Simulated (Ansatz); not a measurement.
# rocksalt-structured ZrC

**The experiment.** The Crystallography Open Database holds a measured cell of cubic ZrC (space group Fm-3m) at 298 K (2012, doi:10.1016/j.jssc.2012.04.047): a = 4.700 Å, 12.98 Å³/atom.

Level of theory: DFT, PBEsol, scalar-relativistic, no spin polarisation; plane waves to 420 eV with PAW datasets (Ansatz 0.2.0), Γ-centred 12×12×12 mesh, 0.05 eV Gaussian smearing. The datasets are Ansatz's generated set soft_2.

Space group Fm-3m (No. 225). a = 4.669 Å, b = 4.669 Å, c = 4.669 Å, α = 90.00°, β = 90.00°, γ = 90.00°
| atom | site | symmetry | x | y | z |
| --- | --- | --- | --- | --- | --- |
| Zr | 4b | m-3m | 0.5000 | 0.0000 | 0.0000 |
| C | 4a | m-3m | 0.0000 | 0.0000 | 0.0000 |

The start was a prototype's sites filled with these elements; the Crystallography Open Database holds the compound in this structure.

The cell above was scaled in volume, its shape and atoms being fixed by the lattice's symmetry. Energies are counted from the cell above.

The cell is relaxed to zero pressure at this level.

```tsv
V (Å³/atom)	ΔE (meV/atom)	P (GPa)
12.22	16.1	10.5
12.47	?	?
12.72	0.0	0.0
12.98	3.6	-4.5
13.23	13.9	-8.5
```

Problem. Fill in the withheld row.

Solution. ΔE (meV/atom): 3.9, P (GPa): 5.0.

Problem. What do the points give for the equilibrium volume, the bulk modulus and its pressure derivative (third-order Birch–Murnaghan)?

Solution. V0 = 12.73 Å³/atom, B0 = 235 GPa, B0′ = 4.1.

B0·V0 = 235.1 GPa × 12.73 Å³ = 18.68 eV/atom sets the scale: near the minimum ΔE ≈ ½ B0 V0 x², with x = V/V0 − 1, and a pressure of 2.4 GPa squeezes the volume by about 1 %. At the ends of the curve: x = −4.0 % predicts 15.0 meV/atom and the run gives 16.1; x = +4.0 % predicts 14.9 meV/atom and the run gives 13.9. Compression costs more and expansion less than the parabola says, since the crystal stiffens as it shrinks; B0′ measures that.

**Against experiment.** PBEsol gives 4.669 Å and 12.72 Å³/atom, −2.0 % in volume (−0.7 % in length) from the database's cell. PBEsol was built to cure PBE's overestimate of volumes, and the static lattice lacks thermal expansion. The run is a metal.
